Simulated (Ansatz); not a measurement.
# Ta2O5: ideal shear of a crystal plane

All numbers below come from DFT r2SCAN, scalar-relativistic, plane waves, PAW in Ansatz. Settings: plane waves to 500 eV, k-mesh 7×7×2 (Γ-centred), Gaussian smearing 0.05 eV. Spin–orbit coupling is left out, which can shift energies with elements as heavy as these. No spin polarisation. Energies are free energies at this smearing, counted from the undisturbed cell; pressure is positive in compression.

The starting cell (relaxed at this level; it needn't be the usual structure):

```yaml
crystal:
  lattice:
    - [-3.66565, 0.00000, 0.00000]
    - [0.00000, -3.85735, 0.00000]
    - [0.00000, 0.00000, 12.91238]
  atoms:
    - { symbol: Ta, position: [0.50000, 0.00000, 0.16990] }
    - { symbol: Ta, position: [0.50000, 0.00000, 0.66990] }
    - { symbol: Ta, position: [0.00000, 0.00000, 0.91990] }
    - { symbol: Ta, position: [0.00000, 0.00000, 0.41990] }
    - { symbol: O, position: [0.50000, 0.50000, 0.16990] }
    - { symbol: O, position: [0.50000, 0.50000, 0.66990] }
    - { symbol: O, position: [0.00000, 0.00000, 0.25973] }
    - { symbol: O, position: [0.00000, 0.00000, 0.75973] }
    - { symbol: O, position: [0.00000, 0.50000, 0.91990] }
    - { symbol: O, position: [0.00000, 0.50000, 0.41990] }
    - { symbol: O, position: [0.50000, 0.00000, 0.91990] }
    - { symbol: O, position: [0.50000, 0.00000, 0.41990] }
    - { symbol: O, position: [0.00000, 0.00000, 0.08007] }
    - { symbol: O, position: [0.00000, 0.00000, 0.58007] }
```

The cut lies on the cell's a–b face, a (0 0 1) plane (indices in the standard cell, whose axes needn't be the Cartesian ones shown) of area 14.14 Å², between layers 2.07 Å apart. Vector c is tilted by f times 0·a + 1·b (length 3.857 Å) with the atoms' Cartesian places fixed: one unrelaxed fault a cell. The traction is dγ/du, the slope of γ against the slip u in Å. Some rows repeat others by symmetry and weren't run.

| f | γ (mJ/m²) | traction (GPa) |
| --- | --- | --- |
| 0.0000 | 0 | 0.0 |
| 0.1000 | 162 | 8.7 |
| 0.2000 | 685 | 18.3 |
| 0.3000 | 1519 | 23.6 |
| 0.4000 | 2358 | 17.7 |
| 0.5000 | 2723 | 0.0 |
| 0.6000 | 2358 | -17.7 |
| 0.7000 | 1519 | -23.6 |
| 0.8000 | 685 | -18.3 |
| 0.9000 | 162 | -8.7 |

Read off the first barrier and the stress needed to climb it, and compare with Frenkel's sinusoid.

The first sampled maximum lies at f = 0.500, a slip of 1.93 Å, with γ ≈ 2723 mJ/m², which stands in for the unstable fault energy γ_us, and the steepest sampled slope before it is 23.6 GPa. A sinusoid γ = γ_us sin²(πu/λ) with its maximum there has λ = 3.86 Å and a largest slope πγ_us/λ = 22.2 GPa (1 mJ/m² per Å = 0.01 GPa).

Is there a metastable fault on this line?

Apart from points where γ returns to about zero, no local minimum shows among the samples, so at this sampling the line offers no fault for a dislocation to split on; a fault can still lie off the line.

The cut is rigid; relaxing the faces lowers these energies and usually the stresses.

Cost: 6 runs of about 5.5 core-minutes in all, on Oxide Virtual Turin-like Processor (Zen 5) (shared hosts).